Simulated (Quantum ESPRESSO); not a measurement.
## Band energies of GaAlP$_{2}$

```
GaAlP2
1.0
    3.82763     0.00000     0.00000
    0.00000     3.82763     0.00000
    0.00000     0.00000     5.39942
Al P Ga
1 2 1
Cartesian
  1.91381   1.91381   2.69971
  0.00000   1.91381   1.34696
  1.91381   0.00000   4.05246
  0.00000   0.00000   0.00000
```

LDA (pw.x of Quantum ESPRESSO, ONCV potentials, scalar-relativistic); path ΓXMΓZRAZ,XR,MA; energies in eV from the valence-band maximum.

```csv
k (1/Å),point,band 9,band 10,band 11,band 12,band 13,band 14,band 15,band 16
0.00,Γ,-2.49,-2.49,-0.04,0.00,0.00,1.50,1.74,2.83
0.23,,-3.22,-2.35,-1.18,-0.47,-0.06,1.79,2.86,3.51
0.59,,-3.91,-3.64,-2.14,-1.69,-0.50,2.63,3.78,4.94
0.82,X,-4.56,-3.26,-3.21,-1.08,-1.06,3.30,3.46,5.76
0.94,,-4.57,-3.23,-3.18,-1.30,-1.26,3.61,3.74,4.99
1.29,,-4.98,-2.83,-2.78,-2.51,-2.37,2.34,2.53,2.94
1.64,M,-5.61,-2.52,-2.48,-2.48,-2.42,1.44,1.44,1.53
1.96,,-4.83,-3.09,-2.97,-2.18,-2.17,1.66,2.49,2.76
2.27,,-3.50,-3.25,-2.91,-1.38,-1.37,2.54,3.94,4.26
2.59,,-2.82,-2.76,-0.82,-0.36,-0.34,2.11,2.46,3.56
2.80,Γ,-2.49,-2.49,-0.04,0.00,0.00,1.50,1.74,2.83
2.92,,-2.45,-2.45,-0.32,-0.11,-0.11,1.45,1.95,3.06
3.27,,-2.43,-1.90,-1.90,-1.15,-1.15,1.96,2.79,3.29
3.38,Z,-2.92,-1.70,-1.70,-1.40,-1.40,2.17,2.52,3.84
3.59,,-3.49,-1.67,-1.61,-1.56,-1.34,2.61,3.01,4.21
3.90,,-5.14,-1.40,-1.27,-1.25,-1.09,2.42,3.24,4.47
4.10,,-5.87,-1.07,-1.04,-0.96,-0.96,1.78,2.78,4.50
4.20,R,-5.97,-1.00,-1.00,-0.95,-0.91,1.68,2.69,4.49
4.41,,-5.86,-1.87,-1.72,-1.20,-1.13,2.50,3.36,4.23
4.72,,-5.42,-3.58,-3.32,-2.20,-2.16,3.70,4.11,4.43
5.03,A,-5.26,-3.64,-3.39,-3.26,-3.26,4.41,4.41,5.18
5.29,,-5.20,-3.81,-3.72,-2.29,-2.25,3.62,3.90,5.30
5.56,,-4.79,-3.40,-3.33,-1.18,-1.12,3.13,3.52,5.82
5.83,,-3.94,-2.59,-2.39,-1.08,-0.95,3.46,4.21,4.42
6.10,,-3.03,-1.77,-1.62,-1.48,-1.35,2.29,2.66,3.90
6.19,Z,-2.92,-1.70,-1.70,-1.40,-1.40,2.17,2.52,3.84
6.19,X,-4.56,-3.26,-3.21,-1.08,-1.06,3.30,3.46,5.76
6.28,,-4.74,-3.05,-3.04,-1.07,-1.06,3.26,3.47,5.34
6.57,,-5.73,-1.56,-1.53,-1.01,-0.99,2.28,3.11,4.47
6.77,R,-5.97,-1.00,-1.00,-0.95,-0.91,1.68,2.69,4.49
6.77,M,-5.61,-2.52,-2.48,-2.48,-2.42,1.44,1.44,1.53
7.06,,-5.46,-3.13,-2.92,-2.92,-2.92,2.58,2.58,2.81
7.35,A,-5.26,-3.64,-3.39,-3.26,-3.26,4.41,4.41,5.18
```

The LDA gap is indirect, 1.42 eV, from Γ to 9 % of the way from M to Γ; the smallest direct gap is 1.50 eV. Another conduction extremum on the path lies within 0.02 eV, too close to call.

Spin-orbit splittings are left out.

Geometry relaxed with LDA.

The structure is a Materials Project entry; no match was found in the copy of COD used, and its stability was not checked.
